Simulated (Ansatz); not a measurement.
A relaxed cell of Rb6Na is given with its symmetry left out. The cell was found from a structure generator's guess, not taken from experiment.

Method: DFT PBE, scalar-relativistic, plane waves, PAW (Ansatz 0.2.0). Cutoff 420 eV, Γ-centred mesh, Gaussian smearing, no spin polarisation.

```
CELL_PARAMETERS angstrom
8.68738 0.00000 0.00000
0.00000 8.68738 0.00000
0.00000 0.00000 8.68738
ATOMIC_POSITIONS crystal
Rb 0.00000 0.50000 0.50000
Rb 0.50000 0.00000 0.50000
Rb 0.50000 0.50000 0.00000
Rb 0.50000 0.00000 0.00000
Rb 0.00000 0.50000 0.00000
Rb 0.00000 0.00000 0.50000
Na 0.00000 0.00000 0.00000
```

The zero of energy is the elements' standard structures at the same level; no fitted shifts are applied.

(1) Find its symmetry and describe it.

(2) How far does it lie from the elements in energy?

(3) Is it a metal?

## Answers

(1) Pm-3m (No. 221). Conventional cell: a = 8.687 Å. Rb on its first site is surrounded by 4 Rb at 4.34 Å; around Rb on its second site lie 2 Na at 4.34 Å and 4 Rb at 4.34 Å; around Na lie 6 Rb at 4.34 Å.

(2) +0.15 eV/atom. It can't be a ground state, since the elements alone are lower.

(3) Yes, bands cross the Fermi level on the 6×6×6 mesh.

The last run used a 6×6×6 mesh for its 7-atom cell and Gaussian smearing of 0.10 eV. Symmetry constrained the relaxation, so the result can be a saddle point.
